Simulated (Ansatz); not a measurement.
Mo3P:
Space group I-42m (No. 121); a = b = 9.6873 Å, c = 4.7729 Å, α = β = γ = 90.00°

```json
[
 {"atom": "Mo", "site": "8i", "symmetry": "..m", "x": "0.0924", "y": "0.0924", "z": "0.2677"},
 {"atom": "Mo", "site": "8i", "symmetry": "..m", "x": "0.2985", "y": "0.2985", "z": "0.2668"},
 {"atom": "Mo", "site": "8g", "symmetry": ".2.", "x": "0.1450", "y": "0.5000", "z": "0.0000"},
 {"atom": "P", "site": "8f", "symmetry": ".2.", "x": "0.0000", "y": "0.2916", "z": "0.0000"}
]
```
(The calculation used a cell of 16 atoms; values per cell refer to that cell.)

Relaxed with LDA.

Problem. Which orbitals make up the states near the Fermi level in plane-wave PAW LDA (Ansatz code)?

Solution. Within 0.5 eV of the Fermi level: Mo 4d 91 %. Projections are on Löwdin-orthogonalised atomic valence shells; empty p or d shells of many metals are not among them.

Problem. Tabulate the density of states.

Solution. States/eV per cell of 16 atoms, in 0.25 eV bins, energy from the Fermi level.

```csv
E (eV),total,Mo 4d,P 3p,Mo 5s
-7.85,0.00,0.00,0.00,0.00
-7.60,0.05,0.02,0.02,0.01
-7.35,1.93,0.67,0.80,0.36
-7.10,3.22,1.20,1.36,0.51
-6.85,9.27,3.39,3.88,1.54
-6.60,8.55,3.07,3.60,1.46
-6.35,6.82,2.68,2.86,0.98
-6.10,9.94,4.55,4.06,0.95
-5.85,13.86,6.49,5.76,1.10
-5.60,10.74,5.26,4.49,0.64
-5.35,11.24,5.58,5.01,0.35
-5.10,12.52,5.79,5.99,0.37
-4.85,4.53,2.02,2.27,0.10
-4.60,2.10,0.91,1.06,0.06
-4.35,8.05,5.94,1.24,0.63
-4.10,11.26,9.28,0.70,0.98
-3.85,15.38,13.07,1.01,0.87
-3.60,17.64,15.53,0.93,0.71
-3.35,18.42,16.18,0.86,0.79
-3.10,16.13,14.36,0.64,0.56
-2.85,16.06,14.00,0.67,0.72
-2.60,14.57,12.22,0.81,0.85
-2.35,14.61,12.38,0.67,0.87
-2.10,13.64,11.41,0.71,0.84
-1.85,12.39,10.64,0.51,0.66
-1.60,15.35,13.13,0.66,0.80
-1.35,10.93,9.34,0.43,0.61
-1.10,19.24,16.76,0.68,0.88
-0.85,10.35,9.05,0.39,0.43
-0.60,8.41,7.42,0.30,0.31
-0.35,9.80,8.85,0.30,0.25
-0.10,10.13,9.21,0.29,0.21
0.15,12.03,10.99,0.33,0.23
0.40,11.65,10.63,0.31,0.25
0.65,13.65,12.43,0.45,0.24
0.90,13.05,11.85,0.44,0.27
1.15,14.90,13.47,0.57,0.29
1.40,14.12,12.48,0.74,0.34
1.65,14.13,12.61,0.73,0.29
1.90,14.06,12.51,0.61,0.37
2.15,12.12,10.53,0.65,0.41
2.40,17.68,15.57,0.85,0.47
2.65,16.22,13.68,0.94,0.50
2.90,10.56,8.35,0.82,0.42
3.15,12.69,9.80,1.18,0.50
3.40,9.74,7.47,1.05,0.37
3.65,8.79,6.34,1.30,0.34
3.90,12.38,8.16,2.01,0.63
4.15,7.62,4.42,1.64,0.52
4.40,6.58,3.45,1.73,0.53
4.65,5.02,2.46,1.43,0.43
```

The workflow started from an entry of the Crystallography Open Database (COD, 173 K). Its standing as an ambient phase is unchecked. The cell was relaxed with LDA under the symmetry of its start; whether a distortion lowers the energy is not shown. The run is not spin-polarised. Scalar-relativistic: spin–orbit coupling is off unless named, which matters more the heavier the elements.

Potentials: the later of the program's two PAW sets.
